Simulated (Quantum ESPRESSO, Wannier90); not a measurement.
## Tight-binding from DFT: Mg$_{2}$Ge (anti-fluorite)

Cell from Materials Project (mp-408), symmetrised, no further relaxation. COD (Crystallography Open Database) has an entry of this formula and space group (matched by these alone). Level: PBEsol, spinors with spin-orbit coupling; pw.x of Quantum ESPRESSO at 68 Ry with PseudoDojo potentials, 6×6×6 k-points, Wannier90. Density: 8×8×8 mesh, Gaussian smearing 0.01 Ry.

On the energy scale of pw.x, whose zero is arbitrary, the Fermi level lies at 7.27 eV.

Input w.win:

```
num_bands = 2
num_wann = 2
exclude_bands = 1-26,29-68
spinors = true
num_iter = 1000
conv_tol = 1.0e-6
conv_window = 4
write_hr = true
write_u_matrices = true
auto_projections = true
begin unit_cell_cart
ang
    0.0000000000    3.1842950000    3.1842950000
    3.1842950000    0.0000000000    3.1842950000
    3.1842950000    3.1842950000    0.0000000000
end unit_cell_cart
begin atoms_frac
Mg  -0.2500000000 -0.2500000000 -0.2500000000
Mg   0.2500000000  0.2500000000  0.2500000000
Ge   0.0000000000  0.0000000000  0.0000000000
end atoms_frac
mp_grid = 6 6 6
begin kpoints
0.0000000000 0.0000000000 0.0000000000
0.0000000000 0.0000000000 0.1666666667
0.0000000000 0.0000000000 0.3333333333
... (213 more lines: the 6x6x6 mesh through Gamma)
end kpoints
```

Input of pw2wannier90.x that gives the overlap and projection files (equivalent; here they were cut from one run over all bands):

```
&inputpp
  outdir = './out'
  prefix = 'pwscf'
  seedname = 'w'
  write_amn = .true.
  write_mmn = .true.
  atom_proj = .true.
  atom_proj_exclude = 1 2 3 4 5 6 7 8 9 10 11 12 13 14 15 16 17 18 19 20 21 22 23 24 25 26 27 28 29 30 33 34 35 36 37 38
/
```

Output w.wout (banner and timings cut):

```
                                    ------
                                    SYSTEM
                                    ------

                              Lattice Vectors (Ang)
                    a_1     0.000000   3.184295   3.184295
                    a_2     3.184295   0.000000   3.184295
                    a_3     3.184295   3.184295   0.000000

                   Unit Cell Volume:      64.57581  (Ang^3)

                        Reciprocal-Space Vectors (Ang^-1)
                    b_1    -0.986590   0.986590   0.986590
                    b_2     0.986590  -0.986590   0.986590
                    b_3     0.986590   0.986590  -0.986590

 *----------------------------------------------------------------------------*
 |   Site       Fractional Coordinate          Cartesian Coordinate (Ang)     |
 +----------------------------------------------------------------------------+
 | mg   1  -0.25000  -0.25000  -0.25000   |   -1.59215  -1.59215  -1.59215    |
 | mg   2   0.25000   0.25000   0.25000   |    1.59215   1.59215   1.59215    |
 | ge   1   0.00000   0.00000   0.00000   |    0.00000   0.00000   0.00000    |
 *----------------------------------------------------------------------------*
                                ------------
                                K-POINT GRID
                                ------------

             Grid size =  6 x  6 x  6      Total points =  216

 *---------------------------------- MAIN ------------------------------------*
 |  Number of Wannier Functions               :                 2             |
 |  Number of Objective Wannier Functions     :                 2             |
 |  Number of input Bloch states              :                 2             |
 |  Output verbosity (1=low, 5=high)          :                 1             |
 |  Timing Level (1=low, 5=high)              :                 1             |
 |  Optimisation (0=memory, 3=speed)          :                 3             |
 |  Length Unit                               :               Ang             |
 |  Post-processing setup (write *.nnkp)      :                 F             |
 |  Using Gamma-only branch of algorithms     :                 F             |
 *----------------------------------------------------------------------------*
 *------------------------------- WANNIERISE ---------------------------------*
 |  Total number of iterations                :              1000             |
 |  Number of CG steps before reset           :                 5             |
 |  Trial step length for line search         :             2.000             |
 |  Convergence tolerence                     :         0.100E-05             |
 |  Convergence window                        :                 4             |
 |  Iterations between writing output         :                 1             |
 |  Iterations between backing up to disk     :               100             |
 |  Write r^2_nm to file                      :                 F             |
 |  Write xyz WF centres to file              :                 F             |
 |  Write on-site energies <0n|H|0n> to file  :                 F             |
 |  Use guiding centre to control phases      :                 F             |
 |  Use phases for initial projections        :                 F             |
 *----------------------------------------------------------------------------*
 *-------------------------------- PLOTTING ----------------------------------*
 |  Plotting Hamiltonian in WF basis          :                 T             |
 *----------------------------------------------------------------------------*

 *---------------------------------- K-MESH ----------------------------------*
 +----------------------------------------------------------------------------+
 |                    Distance to Nearest-Neighbour Shells                    |
 |                    ------------------------------------                    |
 |          Shell             Distance (Ang^-1)          Multiplicity         |
 |          -----             -----------------          ------------         |
 |             1                   0.284804                      8            |
 |             2                   0.328863                      6            |
 |             3                   0.465083                     12            |
 |             4                   0.545358                     24            |
 |             5                   0.569608                      8            |
 |             6                   0.657726                      6            |
 |             7                   0.716741                     24            |
 |             8                   0.735361                     24            |
       ... (lines left out)
 +----------------------------------------------------------------------------+
 | The b-vectors are chosen automatically                                     |
 | The following shells are used:                       1                     |
 +----------------------------------------------------------------------------+
 |                        Shell   # Nearest-Neighbours                        |
 |                        -----   --------------------                        |
 |                          1               8                                 |
 +----------------------------------------------------------------------------+
 | Completeness relation is fully satisfied [Eq. (B1), PRB 56, 12847 (1997)]  |
 +----------------------------------------------------------------------------+
 |                  b_k Vectors (Ang^-1) and Weights (Ang^2)                  |
 |                  ----------------------------------------                  |
 |            No.         b_k(x)      b_k(y)      b_k(z)        w_b           |
 |            ---        --------------------------------     --------        |
 |             1         0.164432    0.164432   -0.164432     4.623165        |
 |             2         0.164432   -0.164432    0.164432     4.623165        |
 |             3        -0.164432    0.164432    0.164432     4.623165        |
 |             4         0.164432    0.164432    0.164432     4.623165        |
 |             5        -0.164432   -0.164432    0.164432     4.623165        |
 |             6        -0.164432    0.164432   -0.164432     4.623165        |
 |             7         0.164432   -0.164432   -0.164432     4.623165        |
 |             8        -0.164432   -0.164432   -0.164432     4.623165        |
 +----------------------------------------------------------------------------+
 |                           b_k Directions (Ang^-1)                          |
 |                           -----------------------                          |
 |            No.           x           y           z                         |
 |            ---        --------------------------------                     |
 |             1         0.164432    0.164432   -0.164432                     |
 |             2         0.164432   -0.164432    0.164432                     |
 |             3        -0.164432    0.164432    0.164432                     |
 |             4         0.164432    0.164432    0.164432                     |
 +----------------------------------------------------------------------------+

 Starting a new Wannier90 calculation ...

 Reading overlaps from w.mmn

 Reading projections from w.amn

 *------------------------------- WANNIERISE ---------------------------------*
 +--------------------------------------------------------------------+<-- CONV
 | Iter  Delta Spread     RMS Gradient      Spread (Ang^2)            |<-- CONV
 +--------------------------------------------------------------------+<-- CONV

 ------------------------------------------------------------------------------
 Initial State
  WF centre and spread    1  (  0.000000,  0.000000, -0.000000 )     2.20794350
  WF centre and spread    2  ( -0.000000,  0.000000,  0.000000 )     2.20794350
  Sum of centres and spreads (  0.000000,  0.000000,  0.000000 )     4.41588700

      0     0.442E+01     0.0000000000        4.4158869979  <-- CONV
        O_D=      0.0000007 O_OD=      0.0000012 O_TOT=      4.4158870 <-- SPRD
 ------------------------------------------------------------------------------
      1    -0.907E-08     0.0000900253        4.4158869888  <-- CONV
        O_D=      0.0000007 O_OD=      0.0000012 O_TOT=      4.4158870 <-- SPRD
      2    -0.247E-09     0.0000176796        4.4158869886  <-- CONV
        O_D=      0.0000007 O_OD=      0.0000012 O_TOT=      4.4158870 <-- SPRD
      3    -0.497E-13     0.0000019196        4.4158869886  <-- CONV
        O_D=      0.0000007 O_OD=      0.0000012 O_TOT=      4.4158870 <-- SPRD
      4    -0.227E-11     0.0000019003        4.4158869886  <-- CONV
        O_D=      0.0000007 O_OD=      0.0000012 O_TOT=      4.4158870 <-- SPRD
             <<<     Delta < 1.000E-06  over  4 iterations     >>>
             <<< Wannierisation convergence criteria satisfied >>>
 Final State
  WF centre and spread    1  (  0.000000,  0.000000, -0.000000 )     2.20794349
  WF centre and spread    2  ( -0.000000,  0.000000,  0.000000 )     2.20794349
  Sum of centres and spreads (  0.000000,  0.000000,  0.000000 )     4.41588699

         Spreads (Ang^2)       Omega I      =     4.415885069
        ================       Omega D      =     0.000000676
                               Omega OD     =     0.000001243
    Final Spread (Ang^2)       Omega Total  =     4.415886989
```
